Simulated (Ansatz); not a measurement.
Below is a relaxed structure of CaCr. The cell was found from a structure generator's guess, not taken from experiment.

All numbers below come from Ansatz, DFT PBE, scalar-relativistic, plane waves, PAW. Cutoff 420 eV, Γ-centred mesh, Gaussian smearing, collinear spin.

This is a two-dimensional sheet: the third axis spans vacuum and isn't periodic.

```xyz
2
Lattice="4.4055 0.0000 0.0000 0.0000 4.4055 0.0000 0.0000 0.0000 23.8000" Properties=species:S:1:pos:R:3 pbc="T T F"
Ca    2.2028    2.2028    7.0000
Cr    0.0000    0.0000    7.0000
```

Energies over the elements count from the elements' standard structures at the same level, with no fitted energy shifts.

Q: What layer group does it have?

A: p4/mmm (No. 61). In-plane cell: a = 4.406 Å, b = 4.406 Å, γ = 90.0°, thickness 0.00 Å between the outermost nuclei. Ca at height 0.00 Å has 4 Cr at 3.12 Å; Cr at height 0.00 Å has 4 Ca at 3.12 Å.

Q: How far does it lie from the elements in energy?

A: +1.67 eV/atom. The separate elements lie lower, so it is unstable against them.

Q: Is it a metal?

A: Yes, bands cross the Fermi level on the 12×12×1 mesh.

Q: Which magnetic moments does it keep?

A: 2.43 μB per atom net, the space between the atoms included; by site: Cr 4.2 μB.

The last run used collinear spin, a 12×12×1 mesh for its 2-atom cell and Gaussian smearing of 0.10 eV. The magnetic state reached may not be the lowest. A structure relaxed within its symmetry needn't be a true minimum.
